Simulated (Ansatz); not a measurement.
TiSi2 in space group Fddd (No. 70; Si on 16f, Ti on 8a) under volume change, DFT-PBE in the program Ansatz with PAW potentials, shape and atoms relaxed at each volume.

| V (Å³/atom) | E − E(relaxed) (meV/atom) | P (GPa) |
|---|---|---|
| 12.897 | 59.4 | 16.22 |
| 13.323 | 24.9 | 9.92 |
| 13.748 | 5.9 | 4.56 |
| 14.173 | 0.0 | 0.00 |
| 14.598 | … | … |
| 15.023 | 20.1 | -7.17 |
| 15.449 | … | … |

Q: Fill in the missing entries.

A: 
- 15.449, E − E(relaxed) (meV/atom): 42.9
- 15.449, P (GPa): -9.96
- 14.598, E − E(relaxed) (meV/atom): 5.3
- 14.598, P (GPa): -3.88

Q: What does a third-order Birch–Murnaghan fit give for V₀, B₀ and B′?

A: V₀ = 14.17 Å³/atom, B₀ = 140 GPa, B′ = 4.4.

The PBE relaxation kept the symmetry of its start. The run is not spin-polarised.

Potentials: the later of the program's two PAW sets.
